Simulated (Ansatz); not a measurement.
Density of states of a AlZn$_{13}$Cu$_{2}$ cell (elements on a bcc lattice, relaxed), per eV and atom, broadened by Gaussian smearing of width 0.1 eV and averaged over bins of 0.4 eV, from 8 eV under the Fermi level at most up to where the solved bands end.

The calculation used DFT PBE, scalar-relativistic, plane waves, PAW in Ansatz 0.2.0.

Plane waves to 420 eV, a k mesh through Γ of 5×5×6 on the computed 16-atom cell and Gaussian smearing (0.10 eV); no spin polarisation.

```
Al Cu Zn
1.0
     5.47684   -0.04917    0.06737
    -0.05007    6.48341   -0.16650
     0.04021   -0.17266    6.47833
Al Cu Zn
1 2 13
Direct
  0.50165 0.04284 0.95770
  0.99868 0.04324 0.95821
  0.99939 0.54444 0.45712
  0.00240 0.45269 0.04689
  0.00236 0.95455 0.54841
  0.24547 0.21238 0.29264
  0.50138 0.46484 0.04035
  0.50135 0.96058 0.53562
  0.75773 0.21210 0.29315
  0.24339 0.79157 0.20917
  0.24246 0.29401 0.70681
  0.50060 0.54371 0.45718
  0.75918 0.79242 0.20848
  0.75609 0.29559 0.70555
  0.24519 0.70844 0.78863
  0.75751 0.70764 0.78901
```

| E − E_F (eV) | total | Zn 3d | Cu 3d | Zn 4s | Al 3p |
| --- | --- | --- | --- | --- | --- |
| -7.85 | 6.358 | 6.194 | 0.017 | 0.091 | 0.022 |
| -7.45 | 6.390 | 6.274 | 0.014 | 0.066 | 0.012 |
| -7.05 | 1.227 | 1.134 | 0.002 | 0.066 | 0.008 |
| -6.65 | 0.242 | 0.110 | 0.004 | 0.094 | 0.011 |
| -6.25 | 0.254 | 0.080 | 0.007 | 0.117 | 0.016 |
| -5.85 | 0.212 | 0.049 | 0.009 | 0.108 | 0.017 |
| -5.45 | 0.242 | 0.043 | 0.019 | 0.122 | 0.018 |
| -5.05 | 0.247 | 0.033 | 0.033 | 0.118 | 0.019 |
| -4.65 | 0.354 | 0.038 | 0.075 | 0.156 | 0.025 |
| -4.25 | 0.437 | 0.031 | 0.191 | 0.128 | 0.025 |
| -3.85 | 0.882 | 0.029 | 0.660 | 0.089 | 0.036 |
| -3.45 | 1.522 | 0.036 | 1.301 | 0.077 | 0.030 |
| -3.05 | 0.669 | 0.019 | 0.422 | 0.109 | 0.039 |
| -2.65 | 0.369 | 0.012 | 0.122 | 0.102 | 0.032 |
| -2.25 | 0.344 | 0.012 | 0.069 | 0.114 | 0.031 |
| -1.85 | 0.337 | 0.011 | 0.038 | 0.101 | 0.036 |
| -1.45 | 0.307 | 0.009 | 0.025 | 0.092 | 0.028 |
| -1.05 | 0.249 | 0.007 | 0.015 | 0.077 | 0.023 |
| -0.65 | 0.214 | 0.005 | 0.010 | 0.061 | 0.019 |
| -0.25 | 0.179 | 0.004 | 0.007 | 0.055 | 0.013 |
| 0.15 | 0.320 | 0.008 | 0.011 | 0.118 | 0.021 |
| 0.55 | 0.320 | 0.007 | 0.009 | 0.126 | 0.017 |
| 0.95 | 0.324 | 0.007 | 0.007 | 0.119 | 0.020 |

The columns after the total are the largest Löwdin projections on the valence shells of the potentials, so they needn't add up, and the weight of a shell that a potential lacks goes to other orbitals. The cell has no gap on the mesh.

Cost: 2 runs of about 10 core-minutes in all (earlier runs that led there not counted), on Intel Xeon Platinum 8259CL (Skylake/Cascade Lake) (shared hosts).